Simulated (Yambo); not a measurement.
A BSE run in Yambo for Mg₂FeH₆ (space group Fm-3m, No. 225) (LDA bands; 8×8×8 mesh, 6 valence and 3 conduction bands, static screening with 43 bands and a 3 Ry block, scissor 1.09 eV, Tamm-Dancoff; field along x) gives:

| state | energy (eV) | states within 2 meV | relative strength | class |
|---|---|---|---|---|
| 1 | 2.27 | 3 | 0.02 | dark |
| 2 | 2.53 | 3 | 0.08 | dark |
| 3 | 2.64 | 3 | 0.14 | dark |
| 4 | 2.68 | 3 | 0.07 | dark |
| 5 | 2.72 | 6 | 1.00 | weak |

What changes when the window shrinks to 3 valence and 3 conduction bands?

The lowest state goes from 2.272 eV to 2.274 eV, and its distance below the direct gap from 0.533 eV to 0.531 eV. These are vertical excitations (zero momentum). The scissor comes from a G0W0 run whose convergence isn't established.

Geometry of the Materials Project entry, not relaxed at this level; primitive cell a = 4.494 Å, b = 4.494 Å, c = 4.494 Å, α = 60.00°, β = 60.00°, γ = 60.00°.

The runs are not spin-polarised; magnetic order was not tried.
